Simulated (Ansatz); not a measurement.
Reading a calculation: CdF2

**What was measured.** A cell as deposited of cubic CdF2 (space group Fm-3m), temperature not stated, from the Crystallography Open Database (1963), has a = 5.388 Å and 13.04 Å³/atom.

Method: PBE, scalar-relativistic; no spin polarisation; PAW, 420 eV, Γ-centred 12×12×12 mesh, 0.05 eV Gaussian smearing; code Ansatz. The datasets are Ansatz's generated set soft_2.

The chain of runs began from a cell as deposited in COD, expanded in volume.

The relaxed structure (symmetry read at 0.01 Å). It takes space group Fm-3m (No. 225, cubic). Conventional cell: a = 5.481 Å, b = 5.481 Å, c = 5.481 Å, α = 90.00°, β = 90.00°, γ = 90.00°. Cd (site symmetry m-3m) has 8 F at 2.37 Å as nearest neighbours. Around F (site symmetry -43m) lie 4 Cd at 2.37 Å. (Neighbours are counted to 15 % beyond the shortest distance.)

Results at this level of theory:

* Volume: 13.72 Å³/atom
* Band gap: 2.92 eV
* Smallest direct gap: 3.47 eV
* Bader charges: Cd 1.48; F -0.74 e
* Formation energy from the elements (0 K, uncorrected): -2.18 eV/atom
* Bulk modulus (Birch–Murnaghan): 93 GPa
* Pressure derivative B0′: 4.7

Problem. Should it be a metal or an insulator?

Solution. Formal charges Cd²⁺, F⁻ balance and leave closed shells on every ion, so a band insulator is expected, and the gap is 2.92 eV.

Problem. What kind of gap is it?

Solution. It is indirect: 2.92 eV, against 3.47 eV for the smallest direct gap. Within 0.6 eV of the edges the projected states are 90 % F 2p at the top of the valence band and 80 % Cd 5s at the bottom of the conduction band. The lowest excitation takes an electron from F back to Cd, as in ionic insulators.

Shannon's ionic radii give a check on the bond lengths: Cd²⁺ with 8 neighbours 1.10 Å + F⁻ 1.31 Å = 2.41 Å against a computed mean of 2.37 Å. Sums and bonds agree within 3 %, so ion sizes set the bond lengths.

Bader charges against formal ones: Cd +1.48 (+2), F −0.74 (−1). The cations give up 74 % of the formal charge; Bader charges stay under formal ones because the anions' density reaches into the cations' basins.

Problem. How stiff is it, in energy terms?

Solution. B0·V0 = 93.3 GPa × 13.72 Å³ = 7.99 eV/atom sets the scale: near the minimum ΔE ≈ ½ B0 V0 x², with x = V/V0 − 1, and a pressure of 0.9 GPa squeezes the volume by about 1 %. At the ends of the curve: x = −4.0 % predicts 6.4 meV/atom and the run gives 6.9; x = +4.0 % predicts 6.4 meV/atom and the run gives 5.9. The curve is steeper than the parabola on the compressed side and flatter on the expanded side: the bulk modulus rises with pressure.

**Against experiment.** PBE gives 5.481 Å and 13.72 Å³/atom, +5.3 % in volume (+1.7 % in length) from the database's cell. PBE usually overestimates volumes by a few per cent. The static lattice also lacks zero-point motion and thermal expansion, roughly 1.0 to 2.4 % in volume at 300 K (room temperature assumed) by Grüneisen's rule, γ·3k_BT/(B0·V0) with γ of 1 to 2.5, so its own overestimate is larger than the figure.

Semilocal functionals underestimate band gaps, commonly by a third or more.
